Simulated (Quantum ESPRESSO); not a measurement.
```
InP
1.0
    0.00000     2.91130     2.91130
    2.91130     0.00000     2.91130
    2.91130     2.91130     0.00000
P In
1 1
Direct
  0.75000   0.75000   0.75000
  0.00000   0.00000   0.00000
```

Cell and atoms were relaxed with LDA from Materials Project entry mp-20351, within its symmetry.

### Question
What does LDA (Quantum ESPRESSO, PseudoDojo norm-conserving, 70 Ry, scalar-relativistic) give for the electronic structure near the Fermi level?

### Answer
The LDA gap is direct, 0.59 eV at Γ. Spin-orbit splittings are left out.
